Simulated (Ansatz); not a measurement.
A geometry of CsSnI3 away from equilibrium: step 2 of the relaxation of a generated cell, CsSnI3 placed in the AFLOW prototype ABC3_hR10_161_a_a_b (as in LiNbO3). Level of theory: PBEsol (plane waves to 420 eV, PAW, scalar-relativistic; Ansatz, a first-principles code). Γ-centred k-mesh 4×4×4 on the run's cell (coarser than for final values), Fermi–Dirac smearing 0.05 eV.

```xyz
10
Lattice="4.2866 2.4749 7.4281 -4.2866 2.4749 7.4281 0.0000 -4.9497 7.4281" Properties=species:S:1:pos:R:3:forces:R:3 pbc="T T T" free_energy=-67673.940 pressure_GPa=-0.1
Cs     0.0000     0.0000     6.4069    0.0000    0.0000    0.0388
Cs     0.0000     0.0000    17.5491    0.0000    0.0000    0.0388
Sn     0.0000     0.0000     0.2625    0.0000    0.0000   -0.0509
Sn     0.0000     0.0000    11.4047    0.0000    0.0000   -0.0509
I      2.5256     0.5835     9.2927   -0.1137    0.2104    0.0041
I     -1.7681     1.8955     9.2927   -0.1254   -0.2037    0.0041
I     -0.7575    -2.4790     9.2927    0.2391   -0.0067    0.0041
I      0.7575     2.4708    13.0067   -0.2391   -0.0067    0.0041
I     -2.5185    -0.5794    13.0067    0.1254   -0.2037    0.0041
I      1.7610    -1.8914    13.0067    0.1137    0.2104    0.0041
```

Positions in Å, forces in eV/Å, free energy of the cell in eV (comparable only within this code, potentials and settings). Largest force: 0.24 eV/Å, on I5, I6, I7, I8, I9, I10 (atoms numbered as listed); the geometry lies 0.03 eV/atom above the end of its relaxation.

No spin polarisation in the result.

The run could not lose the symmetry of its start: the end is stationary, and may be a saddle point rather than a minimum.

The end of the path is a generated cell of CsSnI3: the first start was made by placing the elements on the sites of a structure type, and the end was not matched to a known phase here, so it may be hypothetical. Known forms of CsSnI3 include space group No. 62, 221.
